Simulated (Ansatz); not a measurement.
LiF:
Space group F-43m (No. 216); a = b = c = 4.3101 Å, α = β = γ = 90.00°

```csv
atom,site,symmetry,x,y,z
Li,4a,-43m,0.0000,0.0000,0.0000
F,4d,-43m,0.7500,0.7500,0.7500
```
(The calculation used a cell of 2 atoms; values per cell refer to that cell.)

Relaxed with PBEsol.

### Question
Decompose the optical modes at the zone centre into irreducible representations, and say which are infrared and Raman allowed.

### Answer
Point group -43m: Γ_opt = T2. Infrared: T2. Raman: T2.

### Question
Assign frequencies (DFPT, plane-wave PAW PBEsol (Ansatz code); without the LO–TO term).

### Answer
T2 432 cm⁻¹.

The start of the workflow was typed in or built on a structure type; neither database checked (COD, Materials Project) lists it. It is not the phase usual at ambient conditions (space group No. 225). The PBEsol relaxation kept the symmetry of its start; whether a distortion lowers the energy is not shown.

Potentials: the earlier of the program's two PAW sets. The files were generated under PBE; for other functionals the program regenerates the frozen cores, and for LDA and PBEsol the local potential too.
